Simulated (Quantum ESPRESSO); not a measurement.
# Kohn-Sham bands of KSrCO3F (P-6m2)

```
CELL_PARAMETERS angstrom
      5.31426     0.00000     0.00000
     -2.65713     4.60228     0.00000
      0.00000     0.00000     4.76639
ATOMIC_POSITIONS crystal
  K  0.66667 0.33333 0.00000
  Sr 0.33333 0.66667 0.50000
  C  0.00000 0.00000 0.50000
  O  0.85839 0.71678 0.50000
  O  0.85839 0.14161 0.50000
  O  0.28322 0.14161 0.50000
  F  0.33333 0.66667 0.00000
```

Structure: Materials Project mp-865427, symmetrised, not relaxed again. COD (Crystallography Open Database) has an entry of this formula and space group (matched by these alone). Method: PBEsol plane waves in Quantum ESPRESSO 7.5 (PseudoDojo norm-conserving files, 68 Ry, spinors with spin-orbit coupling), Bloch states on a 4×4×4 mesh through Γ, Wannier90 4.0.1. Density: 12×12×6 mesh, cold smearing 0.01 Ry.

**Question.** List the Kohn-Sham levels between −8 and 7.1 eV relative to the valence-band maximum at the high-symmetry points, as a band run of pw.x on that density gives them (levels within 2 meV counted together).

**Answer.** 
```json
[
 {"point": "Γ", "k (reciprocal lattice)": "0.000 0.000 0.000", "levels (eV)": "-7.60 (×2), -5.35 (×2), -5.34 (×2), -5.31 (×2), -2.65 (×2), -2.61 (×2), -2.31 (×2), -1.37 (×2), -1.36 (×4), -1.32 (×2), 0.00 (×2), 4.08 (×2), 5.69 (×2), 6.71 (×2), 6.73 (×2)"},
 {"point": "M", "k (reciprocal lattice)": "0.500 0.000 0.000", "levels (eV)": "-6.94 (×2), -5.86 (×2), -5.36 (×2), -5.32 (×2), -2.68 (×2), -2.60 (×2), -2.36 (×2), -2.32 (×2), -1.52 (×2), -1.42 (×2), -1.41 (×2), -0.51 (×2), 5.59 (×2), 5.73 (×2), 6.66 (×2), 7.00 (×2)"},
 {"point": "K", "k (reciprocal lattice)": "0.333 0.333 0.000", "levels (eV)": "-6.81, -6.80, -6.04, -6.03, -5.37 (×2), -5.25, -5.24, -2.69, -2.65, -2.63, -2.58, -2.32, -2.32, -2.31, -2.30, -1.73, -1.73, -1.48 (×2), -1.36 (×2), -0.61, -0.60, 5.49, 5.49, 5.83 (×2)"},
 {"point": "A", "k (reciprocal lattice)": "0.000 0.000 0.500", "levels (eV)": "-7.42 (×2), -5.49 (×2), -5.38 (×2), -5.37 (×2), -3.48 (×2), -2.78 (×2), -2.75 (×2), -1.38 (×2), -1.33 (×4), -1.32 (×2), 0.00 (×2), 5.09 (×2), 6.07 (×2), 6.97 (×2), 6.99 (×2)"},
 {"point": "L", "k (reciprocal lattice)": "0.500 0.000 0.500", "levels (eV)": "-6.93 (×2), -5.76 (×2), -5.46 (×2), -5.35 (×2), -3.49 (×2), -2.80 (×2), -2.76 (×2), -2.32 (×2), -1.56 (×2), -1.54 (×2), -1.32 (×2), -0.52 (×2), 5.74 (×2), 6.91 (×2)"},
 {"point": "H", "k (reciprocal lattice)": "0.333 0.333 0.500", "levels (eV)": "-6.84, -6.83, -5.91, -5.90, -5.45 (×2), -5.27, -5.26, -3.50 (×2), -2.94, -2.91, -2.69, -2.66, -2.32, -2.31, -1.72, -1.71, -1.53, -1.52, -1.34, -1.34, -0.61, -0.60, 5.83 (×2)"}
]
```
